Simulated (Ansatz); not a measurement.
Here is the system:

RuW:
```cif
data_Ru4W4
_chemical_formula_sum 'W4 Ru4'
_space_group_name_H-M_alt 'Cmcm'
_space_group_IT_number 63
_space_group_name_Hall '-C 2c 2'
_cell_length_a 2.81803
_cell_length_b 9.86016
_cell_length_c 4.40316
_cell_angle_alpha 90.000
_cell_angle_beta 90.000
_cell_angle_gamma 90.000
loop_
_space_group_symop_operation_xyz
  'x, y, z'
  '-x, -y, -z'
  '-x, -y, z+1/2'
  'x, y, -z+1/2'
  'x, -y, -z'
  '-x, y, z'
  '-x, y, -z+1/2'
  'x, -y, z+1/2'
  'x+1/2, y+1/2, z'
  '-x+1/2, -y+1/2, -z'
  '-x+1/2, -y+1/2, z+1/2'
  'x+1/2, y+1/2, -z+1/2'
  'x+1/2, -y+1/2, -z'
  '-x+1/2, y+1/2, z'
  '-x+1/2, y+1/2, -z+1/2'
  'x+1/2, -y+1/2, z+1/2'
loop_
_atom_site_label
_atom_site_type_symbol
_atom_site_symmetry_multiplicity
_atom_site_Wyckoff_symbol
_atom_site_fract_x
_atom_site_fract_y
_atom_site_fract_z
_atom_site_occupancy
W1 W 4 c 0.00000 0.34016 0.25000 1
Ru1 Ru 4 c 0.00000 0.08559 0.25000 1
```
(The calculation used a cell of 4 atoms; values per cell refer to that cell.)

This is the PBE-relaxed structure.

Q: All from PBE in the plane-wave PAW code Ansatz, unless another level is named. Give the density of states at the Fermi level.

A: 0.95 states/eV per atom (mean over ±0.08 eV).

Q: Predict the formation energy from the elements (no fitted shifts).

A: 0.18 eV/atom.

The start of the workflow was typed in or built on a structure type; neither database checked (COD, Materials Project) lists it. Its standing as an ambient phase is unchecked. The PBE relaxation kept the symmetry of its start; its stability against distortions is not shown here. No spin polarisation was allowed. Its formation energy is positive at this level, so the cell may be metastable or incomplete. The references are the lowest solids computed at this level, not always the standard phases. Scalar-relativistic: spin–orbit coupling is off unless named, which matters more the heavier the elements.

Potentials: the later of the program's two PAW sets.
